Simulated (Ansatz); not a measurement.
CaF2:
```yaml
crystal:
  lattice:
    - [3.47327, 0.00000, 0.00000]
    - [0.00000, 4.12718, 0.00000]
    - [0.00000, 0.00000, 5.89658]
  atoms:
    - { symbol: Ca, position: [0.00000, 0.14437, 0.70229] }
    - { symbol: Ca, position: [0.00000, 0.85563, 0.20229] }
    - { symbol: F, position: [0.50000, 0.08980, 0.97976] }
    - { symbol: F, position: [0.50000, 0.91020, 0.47976] }
    - { symbol: F, position: [0.00000, 0.63291, 0.85095] }
    - { symbol: F, position: [0.00000, 0.36709, 0.35095] }
```

Relaxed with r²SCAN. The program Ansatz at the r²SCAN level (PAW) gives a gap of 7.07 eV.

### Question
What gap does HSE06 give on the same cell (Ansatz, PAW)?

### Answer
8.59 eV, 1.52 eV more. The hybrid was solved on a coarser mesh and at special points; its gap is the smallest among all of these.

```
k  v1 r²SCAN  c1 r²SCAN  v1 HSE06  c1 HSE06
-  ---------  ---------  --------  --------
Γ      -0.38       7.07     -0.37      8.59
X      -0.48       8.81       [?]       [?]
Z      -0.39       8.13       [?]       [?]
U      -0.65       8.90     -0.66     10.65
Y      -0.50       7.60     -0.51      9.29
S       0.00       8.58       [?]       [?]
T      -0.62       8.25       [?]       [?]
R      -0.12       9.01     -0.12     10.76
```

### Question
Top valence (v1) and lowest conduction level (c1) in eV from each method's valence maximum (which need not be a listed point): supply the withheld HSE06 values.

### Answer

- X, v1 HSE06: -0.49
- X, c1 HSE06: 10.56
- Z, v1 HSE06: -0.39
- Z, c1 HSE06: 9.77
- T, v1 HSE06: -0.63
- T, c1 HSE06: 9.96
- S, v1 HSE06: 0.00
- S, c1 HSE06: 10.32

Cost on shared cores: the r²SCAN run (SCF on a 8×7×5 mesh, then bands and DOS) very roughly 100 core-seconds, the HSE06 run (SCF on 5×4×3, then a few points) about 80 core-seconds (a rough figure); the tasks are unlike.

Space group Pmc2_1. The workflow started from a Materials Project entry (that database holds measured and hypothetical structures alike); the Crystallography Open Database copy checked does not list it. It is not the phase usual at ambient conditions (space group No. 225). The r²SCAN relaxation kept the symmetry of its start; whether a distortion lowers the energy is not shown.

Potentials: the earlier of the program's two PAW sets.
